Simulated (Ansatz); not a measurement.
Data:

Cs₂AgBiBr₆:
```cif
data_Ag4Bi4Br24Cs8
_chemical_formula_sum 'Bi4 Ag4 Cs8 Br24'
_space_group_name_H-M_alt 'Fm-3m'
_space_group_IT_number 225
_space_group_name_Hall '-F 4 2 3'
_cell_length_a 11.18721
_cell_length_b 11.18721
_cell_length_c 11.18721
_cell_angle_alpha 90.000
_cell_angle_beta 90.000
_cell_angle_gamma 90.000
loop_
_atom_site_label
_atom_site_type_symbol
_atom_site_symmetry_multiplicity
_atom_site_Wyckoff_symbol
_atom_site_fract_x
_atom_site_fract_y
_atom_site_fract_z
_atom_site_occupancy
Bi1 Bi 4 a 0.00000 0.00000 0.00000 1
Ag1 Ag 4 b 0.50000 0.50000 0.50000 1
Cs1 Cs 8 c 0.25000 0.25000 0.25000 1
Br1 Br 24 e 0.00000 0.00000 0.25395 1
```
(The calculation used a cell of 10 atoms; values per cell refer to that cell.)

This is the PBEsol-relaxed structure.

All from DFT-PBEsol in the program Ansatz with PAW potentials, unless another level is named. Estimate the Hill bulk and shear moduli.

26.7 and 9.5 GPa.

Next, the highest zone-centre frequency (without LO–TO term)?

21.6 meV.

The cell was relaxed with PBEsol under the symmetry of its start; phonons show weakly imaginary modes. No spin polarisation was allowed. Spin–orbit coupling is left out wherever it is not named.

Potentials: the later of the program's two PAW sets.
